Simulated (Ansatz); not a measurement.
BiTeBr:
```xyz
3
Lattice="4.3171 0.0000 0.0000 -2.1585 3.7387 0.0000 0.0000 0.0000 6.8647" Properties=species:S:1:pos:R:3 pbc="T T T"
Bi     0.0000     0.0000     0.0441
Te     0.0000     2.4925     1.7722
Br     2.1585     1.2462     5.0484
```

Relaxed with r²SCAN.

Task: Which orbitals make up the states near the band edges in the program Ansatz at the r²SCAN level (PAW)?

Result: Top 1 eV of the valence band: Te 5p 54 %, Br 4p 28 %, Bi 6p 10 %, Bi 6s 6 %. Bottom 1 eV of the conduction band: Bi 6p 61 %, Te 5p 21 %, Br 4p 7 %. Projections are on Löwdin-orthogonalised atomic valence shells; empty p or d shells of many metals are not among them.

Task: Tabulate the density of states.

Result: States/eV per cell of 3 atoms, in 0.25 eV bins, energy from the valence-band maximum.

```csv
E (eV),total,Br 4p,Te 5p,Bi 6p
-7.87,0.00,0.00,0.00,0.00
-7.62,0.00,0.00,0.00,0.00
-7.37,0.00,0.00,0.00,0.00
-7.12,0.00,0.00,0.00,0.00
-6.87,0.00,0.00,0.00,0.00
-6.62,0.00,0.00,0.00,0.00
-6.37,0.00,0.00,0.00,0.00
-6.12,0.00,0.00,0.00,0.00
-5.87,0.00,0.00,0.00,0.00
-5.62,0.00,0.00,0.00,0.00
-5.37,0.00,0.00,0.00,0.00
-5.12,0.00,0.00,0.00,0.00
-4.87,0.00,0.00,0.00,0.00
-4.62,0.00,0.00,0.00,0.00
-4.37,0.00,0.00,0.00,0.00
-4.12,1.04,0.37,0.26,0.37
-3.87,2.69,0.96,0.68,0.97
-3.62,2.04,0.80,0.49,0.69
-3.37,2.62,1.17,0.56,0.82
-3.12,3.29,1.70,0.61,0.88
-2.87,4.01,2.24,0.67,0.99
-2.62,3.79,2.32,0.54,0.83
-2.37,2.23,1.49,0.27,0.41
-2.12,1.80,1.31,0.20,0.25
-1.87,2.46,1.39,0.84,0.16
-1.62,3.22,1.39,1.52,0.22
-1.37,3.81,1.56,1.86,0.28
-1.12,5.18,2.02,2.59,0.42
-0.87,3.30,0.97,1.78,0.36
-0.62,3.74,1.12,1.92,0.36
-0.37,2.05,0.47,1.13,0.23
-0.12,0.75,0.14,0.45,0.07
0.13,0.00,0.00,0.00,0.00
0.38,0.00,0.00,0.00,0.00
0.63,0.00,0.00,0.00,0.00
0.88,0.00,0.00,0.00,0.00
1.13,0.00,0.00,0.00,0.00
1.38,0.00,0.00,0.00,0.00
1.63,0.02,0.00,0.00,0.01
1.88,0.16,0.01,0.02,0.11
2.13,0.71,0.04,0.14,0.45
2.38,1.46,0.11,0.32,0.88
2.63,3.01,0.24,0.71,1.81
2.88,3.56,0.30,0.93,2.04
3.13,2.42,0.20,0.68,1.40
3.38,4.74,0.41,1.40,2.60
3.63,3.47,0.31,1.03,1.84
3.88,2.69,0.28,0.80,1.40
4.13,1.68,0.21,0.50,0.85
4.38,0.07,0.01,0.02,0.04
4.63,0.00,0.00,0.00,0.00
4.88,0.00,0.00,0.00,0.00
5.13,0.00,0.00,0.00,0.00
5.38,0.12,0.00,0.00,0.00
5.63,0.65,0.00,0.02,0.01
5.88,1.23,0.00,0.03,0.02
6.13,2.06,0.01,0.03,0.03
6.38,2.03,0.00,0.02,0.02
```

Space group P3m1. The workflow started from a Materials Project entry (that database holds measured and hypothetical structures alike); the Crystallography Open Database copy checked does not list it. With Te and Br taken as one species the cell has the higher symmetry P-3m1, so it may be an ordered model of a mixed-site phase. Whether it is the stable phase at ambient conditions was not checked. The r²SCAN relaxation kept the symmetry of its start; whether a distortion lowers the energy is not shown. A crystal of weakly bound layers computed without a dispersion correction: the cell and the soft elastic constants depend strongly on that. Scalar-relativistic: spin–orbit coupling is off unless named, which matters more the heavier the elements.

Potentials: the later of the program's two PAW sets.
